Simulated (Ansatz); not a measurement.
Computed with DFT PBE, scalar-relativistic, plane waves, PAW (Ansatz). All cells share a 420 eV cutoff and Γ-centred k meshes spaced at most about 0.3 Å⁻¹ (about 0.25 or finer for metals, 2π included). No spin polarisation in the final relaxations.

These are static total energies at zero pressure.

Two relaxed structures of YAlC₄N₄:

1.

```yaml
crystal:
  lattice:
    - [3.46914, -3.42784, 0.00000]
    - [3.46914, 3.42784, 0.00000]
    - [-2.86223, 0.00000, 7.41026]
  atoms:
    - { symbol: Y, position: [0.63289, 0.63289, 0.56964] }
    - { symbol: Al, position: [0.95983, 0.95983, 0.99039] }
    - { symbol: C, position: [0.81053, 0.20930, 0.18620] }
    - { symbol: C, position: [0.15837, 0.77966, 0.80498] }
    - { symbol: C, position: [0.77966, 0.15837, 0.80498] }
    - { symbol: C, position: [0.20930, 0.81053, 0.18620] }
    - { symbol: N, position: [0.75602, 0.34113, 0.31745] }
    - { symbol: N, position: [0.19444, 0.65695, 0.66137] }
    - { symbol: N, position: [0.65695, 0.19444, 0.66137] }
    - { symbol: N, position: [0.34113, 0.75602, 0.31745] }
```

2.

```yaml
crystal:
  lattice:
    - [3.78873, -3.89437, 0.00000]
    - [3.78873, 3.89437, 0.00000]
    - [0.00000, 0.00000, 7.62527]
  atoms:
    - { symbol: Y, position: [0.50000, 0.50000, 0.50000] }
    - { symbol: Al, position: [0.00000, 0.00000, 0.00000] }
    - { symbol: C, position: [0.17941, 0.82059, 0.81597] }
    - { symbol: C, position: [0.82059, 0.17941, 0.18403] }
    - { symbol: C, position: [0.17941, 0.82059, 0.18403] }
    - { symbol: C, position: [0.82059, 0.17941, 0.81597] }
    - { symbol: N, position: [0.28620, 0.71380, 0.70558] }
    - { symbol: N, position: [0.71380, 0.28620, 0.29442] }
    - { symbol: N, position: [0.28620, 0.71380, 0.29442] }
    - { symbol: N, position: [0.71380, 0.28620, 0.70558] }
```

Question: Which is lower in energy, and by how much?

Answer: Cell 1 is lower, by 122 meV/atom. Cell 1 has space group Cm (No. 8), 17.6 Å³/atom and a gap of 0.41 eV on its mesh; cell 2 has space group Cmmm (No. 65), 22.5 Å³/atom and no gap. The shortest distance is 1.17 Å (C–N) in cell 1 and 1.18 Å (C–N) in cell 2. In cell 1, around Y lie 4 N at 2.35–2.42 Å, 2 N at 2.64 Å, 2 C at 2.73 Å, 1 Al at 3.29 Å and 2 C at 3.29 Å; Al is surrounded by 4 C at 1.98–2.00 Å, 4 N at 3.14–3.16 Å and 1 Y at 3.29 Å; C on its first site is surrounded by 1 N at 1.17 Å and 1 Al at 2.00 Å; N on its first site has 1 C at 1.17 Å and 1 Y at 2.35 Å; 2 more sites not described. In cell 2, around Y lie 4 N at 2.29 Å; Al has 4 C at 1.98 Å; C is surrounded by 1 N at 1.18 Å and 1 Al at 1.98 Å; around N lie 1 C at 1.18 Å and 1 Y at 2.29 Å. Both come from invented guesses.

No dispersion correction is applied, so the spacing and binding between layers, chains or molecules are poorly described (Cmmm), and this can change margins and order among such cells. Kohn–Sham gaps at this level usually fall short of measured ones. The zero gap of Cmmm may come from the functional, which often closes small gaps, or the cell may be a true semimetal. Cells relaxed within their symmetry can be saddle points. The Cm cell of YAlC4N4 came from shaking the Cmmm one.
